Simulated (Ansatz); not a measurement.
## Convergence test, ZrRh$_{3}$

These are results of DFT r2SCAN, scalar-relativistic, plane waves, PAW in Ansatz, not measurements.

```cif
data_structure
_symmetry_space_group_name_H-M 'P 1'
_symmetry_Int_Tables_number 1
_cell_length_a 3.9200
_cell_length_b 3.9200
_cell_length_c 3.9200
_cell_angle_alpha 90.000
_cell_angle_beta 90.000
_cell_angle_gamma 90.000
_cell_volume 60.24
loop_
_atom_site_label
_atom_site_type_symbol
_atom_site_fract_x
_atom_site_fract_y
_atom_site_fract_z
_atom_site_occupancy
Zr1 Zr 0.00000 0.00000 0.00000 1
Rh1 Rh 0.00000 0.50000 0.50000 1
Rh2 Rh 0.50000 0.00000 0.50000 1
Rh3 Rh 0.50000 0.50000 0.00000 1
```

The plane-wave cutoff is 500 eV, the occupation rule is Gaussian smearing, 0.1 eV and the spin treatment is unpolarised.

The atoms stay fixed while the k-point mesh is varied. ΔE is the energy extrapolated to zero smearing, less that of the reference run (18×18×18). The cell isn't necessarily relaxed at this level. The meshes are Γ-centred. Pressure is positive in compression.

(1) One run gave ΔE = -5.69 meV/atom and P = 1.88 GPa. Which k-point mesh did it use, of 1×1×1, 2×2×2, 4×4×4, 6×6×6, 8×8×8, 10×10×10, 12×12×12, 14×14×14, 16×16×16?

## Answers

(1) 4×4×4. All runs:

| mesh | ΔE (meV/atom) | P (GPa) | irreducible points |
| --- | --- | --- | --- |
| 1×1×1 | 185 | 9.47 | 1 |
| 2×2×2 | -163 | 0.41 | 4 |
| 4×4×4 | -5.69 | 1.88 | 10 |
| 6×6×6 | 3.56 | 1.56 | 20 |
| 8×8×8 | 3.85 | 1.81 | 35 |
| 10×10×10 | -2.98 | 1.62 | 56 |
| 12×12×12 | 1.02 | 1.70 | 84 |
| 14×14×14 | -0.01 | 1.67 | 120 |
| 16×16×16 | 0.05 | 1.70 | 165 |
| 18×18×18 | 0.00 | 1.66 | 220 |